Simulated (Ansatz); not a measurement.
Name crystals whose computed values (plane-wave PAW HSE06 (Ansatz code)) fall in these windows: B₀ by P(V) fit (GPa) 44 to 63; gap (eV) 0.56 to 0.75.



| crystal | B₀ by P(V) fit (GPa) | gap (eV) |
|---|---|---|
| GaSb, wurtzite | 53.4 | 0.70 |
| GaSb, zinc blende | 53.8 | 0.74 |
| Mg2Si, fluorite or antifluorite type | 58.1 | 0.56 |
Others may fit too.

Not the usual ambient phase: GaSb, wurtzite. All cells were relaxed under the symmetry of their starts (and spin orders); stability against distortions was not tested throughout. Spin–orbit coupling is left out wherever it is not named.

Potentials: the later of the program's two PAW sets.
